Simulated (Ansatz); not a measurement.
# Structure relaxation, LiCl

The start is a relaxed LiCl cell, doubled along one cell vector, shaken by Gaussian noise of σ = 0.08 Å a coordinate. The cell and all atomic positions are relaxed at zero pressure with r2SCAN (plane waves to 500 eV, PAW, scalar-relativistic; Ansatz, a program for electronic structure). The first steps use a coarse 8×4×8 k-mesh.

Initial structure:
```
LiCl
1.0
    0.00000     2.55614     2.55614
    5.11228     0.00000     5.11228
    2.55614     2.55614     0.00000
Cl Li
2 2
Direct
  0.00314   0.00051   0.02368
  0.01168   0.49121   0.02141
  0.46209   0.24160   0.51937
  0.50386   0.74143   0.51623
```

Task: Does it find its way back to the structure it was made from?

Result: The parent structure is recovered, Fm-3m (No. 225).

Task: How do the shortest distances between atoms change?

Result: The closest pairs of elements (up to four, under 3.6 Å), start → end: Cl–Li 2.41 → 2.56 Å; Li–Li 3.54 → 3.62 Å; Cl–Cl 3.56 → 3.62 Å.

Relaxed structure:

Space group Fm-3m (No. 225); a = b = c = 5.1128 Å, α = β = γ = 90.00°

```json
[
 {"atom": "Cl", "site": "4b", "symmetry": "m-3m", "x": "0.5000", "y": "0.5000", "z": "0.5000"},
 {"atom": "Li", "site": "4a", "symmetry": "m-3m", "x": "0.0000", "y": "0.0000", "z": "0.0000"}
]
```
(The calculation used a cell of 2 atoms; values per cell refer to that cell.)

Final values are on a 11×11×11 k-mesh of the relaxed cell. No spin polarisation in the result.
